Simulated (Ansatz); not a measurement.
The cell was built from the hcp type and relaxed in the same program, and has space group P6_3/mmc; it needn't be a known or the stable phase.

A run on La: DFT, PBE, all-electron LAPW, scalar-relativistic (Ansatz 0.2.0). The input:

```yaml
crystal:
  lattice:
    - [3.7830588365, 0.0, 0.0]
    - [-1.8915294182, 3.2762250564, 0.0]
    - [0.0, 0.0, 6.076128913]
  atoms:
    - { symbol: La, position: [0.3333333333, 0.6666666667, 0.25] }
    - { symbol: La, position: [0.6666666667, 0.3333333333, 0.75] }
kpoints:
  mp_grid: { grid: [12, 12, 7] }
scf:
  occupations: { method: fermi_dirac, width: 0.05 }
hamiltonian:
  xc: pbe
  pseudopotentials:
    kind: all_electron
    lapw: { basis_error: 0.001, muffin_tin_radii: { La: 1.923 } }
output:
  forces: true
  stress: true
  eigenvalues: true
```

Problem. Did this run give a result to trust?

Solution. No. The input was rejected before any iteration. The typed spheres overlap: twice 1.923 Å exceeds the shortest distance, 3.742 Å; smaller radii, or none typed, cure it. It says:
```
Error: `kind: all_electron` solves this crystal on LAPW (the input types lapw, or this build lists no dataset of some species for it), and no LAPW basis is found for it: the given muffin-tin radii of La and La, or the smallest supported ones, add up to 3.846 Å, and 3.742 Å are free between these atoms; give smaller radii, or leave one out; where each species has a listed dataset, leave lapw and dirac_shells out and run without spin–orbit coupling, or set another kind (and leave the keys of all_electron out)
```
 The same cell converged in the base run, which differs by not having this change: all sphere radii typed as 1.923 A.
